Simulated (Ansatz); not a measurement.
SiNi3 (Cu3Au type, Pm-3m), a = 3.464 Å, b = 3.464 Å, c = 3.464 Å, α = 90.00°, β = 90.00°, γ = 90.00°.

Relaxed with r²SCAN.

Task: Tabulate the valence density and the electron localisation function along the shortest Si–Ni contact (2.45 Å), r²SCAN (plane waves, PAW; program Ansatz).

Result: 

```csv
distance from Si (Å),density (e/Å³),ELF
0.24,0.09,0.29
0.37,0.15,0.21
0.49,0.25,0.26
0.61,0.33,0.40
0.73,0.39,0.54
0.86,0.41,0.62
0.98,0.39,0.62
1.10,0.38,0.55
1.22,0.38,0.42
1.35,0.41,0.29
1.47,0.50,0.21
1.59,0.78,0.21
1.71,1.60,0.24
1.84,3.66,0.30
1.96,8.51,0.38
2.08,18.66,0.48
2.20,35.04,0.59
```

The density is the valence pseudo-density with augmentation charge, so density and ELF within about 1 Å of a nucleus are not all-electron values.

The r²SCAN relaxation kept the symmetry of its start. No spin polarisation was allowed.

Potentials: the later of the program's two PAW sets.
